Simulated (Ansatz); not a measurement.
Consider the following.

NaTl₃F₆:
```cif
data_F24Na4Tl12
_chemical_formula_sum 'Na4 Tl12 F24'
_space_group_name_H-M_alt 'Fm-3m'
_space_group_IT_number 225
_space_group_name_Hall '-F 4 2 3'
_cell_length_a 8.77249
_cell_length_b 8.77249
_cell_length_c 8.77249
_cell_angle_alpha 90.000
_cell_angle_beta 90.000
_cell_angle_gamma 90.000
loop_
_atom_site_label
_atom_site_type_symbol
_atom_site_symmetry_multiplicity
_atom_site_Wyckoff_symbol
_atom_site_fract_x
_atom_site_fract_y
_atom_site_fract_z
_atom_site_occupancy
Na1 Na 4 a 0.00000 0.00000 0.00000 1
Tl1 Tl 8 c 0.25000 0.25000 0.25000 1
Tl2 Tl 4 b 0.50000 0.50000 0.50000 1
F1 F 24 e 0.00000 0.00000 0.25367 1
```
(The calculation used a cell of 10 atoms; values per cell refer to that cell.)

This is the r²SCAN-relaxed structure.

Question: All from r²SCAN (plane waves, PAW; program Ansatz), unless another level is named. Give the gap with spin–orbit coupling.

Answer: 3.98 eV.

Question: Predict the band gap.

Answer: 4.05 eV (direct).

Question: And the HSE06 gap on the r²SCAN cell?

Answer: 4.87 eV.

Question: Next, the electron effective mass?

Answer: 0.64, 1.4, 1.4 mₑ (principal values).

The first step of the workflow began from a Materials Project structure, measured or hypothetical; the Crystallography Open Database copy checked does not list it. Whether it is the stable phase at ambient conditions was not checked. The cell was relaxed with r²SCAN under the symmetry of its start; its stability against distortions is not shown here. Scalar-relativistic: spin–orbit coupling is off unless named, which matters more the heavier the elements.

Potentials: the later of the program's two PAW sets.
